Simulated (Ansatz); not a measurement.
A relaxed cell of Ta3W2 is given with its symmetry left out. The cell was found from a structure generator's guess, not taken from experiment.

Level of theory: Ansatz 0.2.0, DFT PBE, scalar-relativistic, plane waves, PAW. Cutoff 420 eV, Γ-centred mesh, Gaussian smearing, no spin polarisation.

```xyz
5
Lattice="0.0000 2.3268 11.4202 1.6248 0.0000 11.4202 1.6248 2.3268 0.0000" Properties=species:S:1:pos:R:3 pbc="T T T"
Ta    0.0000    0.0000    0.0000
Ta    1.6248    2.3268    4.5141
Ta    1.6248    2.3268   18.3263
W     1.6248    2.3268   13.6817
W     1.6248    2.3268    9.1587
```

Formation energies are uncorrected and refer to the elements' standard structures at the same level.

(1) What space group does it have?

(2) How far does it lie from the elements in energy?

(3) Is it a metal?

Answers

(1) Fmmm (No. 69), with Ta and W ordered on bcc sites. Conventional cell: a = 3.250 Å, b = 4.654 Å, c = 22.840 Å. Ta on a site of symmetry mmm has 4 W at 2.78 Å, 4 Ta at 2.84 Å, 4 W at 3.24 Å and 2 Ta at 3.25 Å; around Ta on a site of symmetry mm2 lie 2 W at 2.78 Å, 6 Ta at 2.84–2.89 Å, 2 W at 3.24 Å and 4 Ta at 3.25–3.34 Å; around W lie 4 Ta at 2.78 Å, 4 W at 2.84 Å, 4 Ta at 3.24 Å and 2 W at 3.25 Å.

(2) −0.04 eV/atom. A negative formation energy is needed for stability but isn't enough: competing phases decide.

(3) Yes, bands cross the Fermi level on the 14×14×14 mesh.

The last run used a 14×14×14 mesh for its 5-atom cell and Gaussian smearing of 0.10 eV. These runs have no spin–orbit coupling, which can matter for Ta and W. A later test with randomly moved atoms came back to the same energy, though modes that don't fit the test's cell weren't probed.
